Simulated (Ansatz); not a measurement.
**MnSn$_{2}$: which magnetic state is lowest?**

These are results of DFT PBEsol, scalar-relativistic, plane waves, PAW (Ansatz 0.2.0), not measurements.

```
Mn Sn
1.0
    -3.32300    3.32300    2.71250
     3.32300   -3.32300    2.71250
     3.32300    3.32300   -2.71250
Mn Sn
2 4
Direct
  0.75000 0.75000 0.00000
  0.25000 0.25000 0.00000
  0.15900 0.65900 0.81800
  0.65900 0.84100 0.50000
  0.84100 0.34100 0.18200
  0.34100 0.15900 0.50000
```

```
plane-wave cutoff                               : 420 eV
Γ-centred k-mesh                                : 8×8×8
occupation rule                                 : Gaussian smearing, 0.1 eV
list of starting moments (μB, in atom order)    : 4 4 0 0 0 0
check for lower electronic states after the SCF : off
```

Each order was relaxed in cell and atoms. Site moments are spin moments in atom-centred spheres that scale with the neighbour distance. The states are those that the runs reached from these starts; a lower one can exist. No antiferromagnetic start is among these.

Question: Order the starts by the energy of the state that they reach, lowest first.
A. ferromagnetic
B. no spin

Answer: A (0.00 meV/atom), B (86.6 meV/atom).

| start | ends | energy above lowest (meV/atom) | site moments (μB) | gap on mesh (eV) | volume (Å³/atom) |
| --- | --- | --- | --- | --- | --- |
| no spin | non-magnetic | 86.6 | none over 0.05 | metal | 18.02 |
| ferromagnetic | ferromagnetic | 0.00 | Mn +2.22 (×2), Sn -0.06 (×4) | metal | 18.76 |

Cost: 2 runs of about 9.6 core-minutes in all, on Intel Xeon Platinum 8259CL (Skylake/Cascade Lake) (shared hosts).